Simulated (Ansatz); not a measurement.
The start is a generated cell, Ti placed in the omega structure type. Cell shape, volume and atoms are optimised at zero target pressure with r2SCAN (plane waves to 500 eV, PAW, scalar-relativistic; Ansatz, an electronic-structure program). The first steps use a coarse 8×8×11 k-mesh.

Input geometry:
```
CELL_PARAMETERS angstrom
      4.63442     0.00000     0.00000
     -2.31721     4.01352     0.00000
      0.00000     0.00000     2.81873
ATOMIC_POSITIONS crystal
  Ti 0.00000 0.00000 0.00000
  Ti 0.33333 0.66667 0.50000
  Ti 0.66667 0.33333 0.50000
```

Problem. How large is the pressure on the unrelaxed cell, and of which sign?

Solution. -3.0 GPa (negative: the cell is under tension).

Problem. By how much does the energy per atom fall from start to end?

Solution. 0.01 eV/atom.

Problem. How does the volume change?

Solution. -2.6 %, from 17.48 to 17.01 Å³/atom.

Problem. How do the shortest distances between atoms change?

Solution. The closest pairs of elements (up to four, under 3.6 Å), start → end: Ti–Ti 2.68 → 2.64 Å.

Problem. What band gap does the relaxed structure have at this level?

Solution. No gap (metallic).

The space group stays P6/mmm (No. 191) (the run could not lower it), with 3 atoms in the primitive cell. Final values are on a 12×12×16 k-mesh of the relaxed cell. No spin polarisation in the result.

The run could not lose the symmetry of its start: the end is stationary, and may be a saddle point rather than a minimum.

All atoms sit on sites fixed by symmetry, so only the cell could relax.

The relaxed structure here is a generated cell of Ti: the first start was made by placing the elements on the sites of a structure type, and the end was not matched to a known phase here, so it may be hypothetical. Known forms of Ti include space group No. 194.
